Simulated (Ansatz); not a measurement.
**Cd2S: changing the share of exact exchange**

Space group P3m1 (No. 156). a = 3.963 Å, b = 3.963 Å, c = 5.809 Å, α = 90.00°, β = 90.00°, γ = 120.00°
```csv
atom,site,symmetry,x,y,z
Cd,1b,3m.,0.3333,0.6667,0.9327
Cd,1c,3m.,0.6667,0.3333,0.5787
S,1b,3m.,0.3333,0.6667,0.3657
```

The cell comes from a database or a generator and needn't be the stable form of this composition.

Kept alike: task single point; functional HSE06 form with a typed share of exact exchange; k mesh 4 × 4 × 3; occupations fermi-dirac, width 0.05 eV; no spin polarisation. Program: Ansatz, Ansatz PAW, cutoff 420 eV. Screening held at 0.2 Å⁻¹. The mesh is that of the run's cell of 3 atoms. No spin-orbit coupling.

| share of exact exchange, α | pressure (GPa) |
| --- | --- |
| 0.05 | -0.56 |
| 0.1 | ? |
| 0.15 | -1.00 |
| 0.2 | -1.21 |
| 0.25 | -1.41 |
| 0.3 | -1.61 |
| 0.4 | -1.98 |
| 0.5 | -2.33 |

The k mesh is coarse, so the values aren't converged. Pressure is positive in compression, with a Pulay correction for the finite cutoff. All rows use potentials made for PBE. The mesh is thin for exact exchange.

Problem. Fit the rows shown and predict the run at 0.1.

Solution. A least-squares parabola through the rows shown is pressure = 1.305 α² - 4.648 α - 0.331 (largest miss 0.002); at α = 0.1 it gives -0.78 GPa. The run gave: pressure -0.79 GPa.
